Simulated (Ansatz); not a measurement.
The relaxed structure here is a generated cell of Rh: the first start was made by placing the elements on the sites of a structure type, and the end was not matched to a known phase here, so it may be hypothetical. Known forms of Rh include space group No. 225.

A relaxed cell of Rh (P6₃/mmc (No. 194)), relaxed on a k-mesh at least as fine as the one used below. Level of theory: r2SCAN (plane waves to 500 eV, PAW, scalar-relativistic; Ansatz, an electronic-structure program). Γ-centred k-mesh 14×7×4 on the run's cell (coarser than for final values), Fermi–Dirac smearing 0.05 eV.

```yaml
crystal:
  lattice:
    - [2.68864, 0.00000, 0.00000]
    - [-2.68864, 4.65686, 0.00000]
    - [0.00000, 0.00000, 8.77975]
  atoms:
    - { symbol: Rh, position: [0.00000, 0.00000, 0.00000] }
    - { symbol: Rh, position: [0.00000, 0.50000, 0.00000] }
    - { symbol: Rh, position: [0.00000, 0.00000, 0.50000] }
    - { symbol: Rh, position: [0.00000, 0.50000, 0.50000] }
    - { symbol: Rh, position: [0.33333, 0.33333, 0.25000] }
    - { symbol: Rh, position: [0.33333, 0.83333, 0.25000] }
    - { symbol: Rh, position: [0.66667, 0.16667, 0.75000] }
    - { symbol: Rh, position: [0.66667, 0.66667, 0.75000] }
```

The atoms are displaced by (Å):

```csv
atom,ux,uy,uz
Rh1,0.173,0.048,0.030
Rh2,-0.043,0.036,-0.172
Rh3,0.040,-0.037,0.108
Rh4,0.088,0.068,0.092
Rh5,0.062,-0.060,0.052
Rh6,-0.082,0.015,-0.052
Rh7,0.020,0.155,-0.005
Rh8,-0.153,0.060,-0.134
```

**Question.** What forces (eV/Å) and pressure result?

**Answer.** 
| atom | Fx | Fy | Fz |
|---|---|---|---|
| Rh1 | -1.30 | -0.08 | -0.74 |
| Rh2 | 0.53 | 0.63 | 1.82 |
| Rh3 | 0.10 | 1.56 | -1.91 |
| Rh4 | -1.06 | -1.22 | -2.95 |
| Rh5 | -0.60 | 0.84 | -0.10 |
| Rh6 | 1.07 | -0.66 | 0.77 |
| Rh7 | -0.39 | -1.66 | 0.12 |
| Rh8 | 1.64 | 0.61 | 2.99 |

Pressure +6.5 GPa.

**Question.** Estimate the energy cost of the displacement in the harmonic approximation and compare with the calculation.

**Answer.** For a harmonic well ΔE = −½ Σ F·u = 1.193 eV a cell, or 149 meV/atom. The calculated energy relative to the undisplaced cell is +0.14 eV/atom, so the harmonic estimate holds well.

No spin polarisation in the result.

The run that gave the undisplaced cell could not lose the symmetry of its start; a randomly shaken copy of 8 atoms returns to this structure.
